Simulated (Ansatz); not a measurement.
Rh2SeO2, a known structure type with other elements, at an estimated volume

```
O Se Rh
1.0
     3.46533    0.00000    0.00000
    -1.73266    3.00106    0.00000
     0.00000    0.00000    6.07751
O Se Rh
2 1 2
Direct
  0.33330 0.66670 0.62000
  0.66670 0.33330 0.38000
  0.00000 0.00000 0.00000
  0.33330 0.66670 0.29000
  0.66670 0.33330 0.71000
```

Level: LDA, non-collinear spin; 420 eV; 7×7×4 Γ-centred mesh; fermi-dirac occupations (width 0.1 eV); Ansatz 0.2.0, fixed geometry.

The state carries no moments; the state need not be the lowest.

Task: Is it stable against the elements?

Result: -0.28 eV an atom against the elements' usual phases (free molecules for gases, crystals otherwise, with no correction for O₂ or N₂), so it is bound against them; other compounds may still compete. Relaxing would lower it.

Task: Is the cell too large or too small?

Result: The pressure is 1.6 GPa (compression positive), so with the atoms held at these fractions the cell would first expand; the forces are large, so a full relaxation may end otherwise. The principal stresses -2.5, -2.5, 9.7 GPa differ, so its shape would change too.

Task: Describe some of the short contacts.

Result: O–Rh at 2.01 Å: least valence density 0.82 e/Å³ and ELF 0.23 there. Se–Rh at 2.67 Å: least valence density 0.38 e/Å³ and ELF 0.38 there. Se–O at 3.06 Å: least valence density 0.15 e/Å³ and ELF 0.09 there. These are pseudo-fields; inside the PAW spheres they differ from the all-electron ones.

Task: Is there a gap?

Result: It is a metal, with about 3.9 states/eV a cell as the mean within 0.25 eV of the Fermi level, mostly Rh d (65 %) and O p (23 %).

Origin: a known structure type with other elements, at an estimated volume, so it need not be a known compound. Caveats: atoms or cell far from equilibrium.
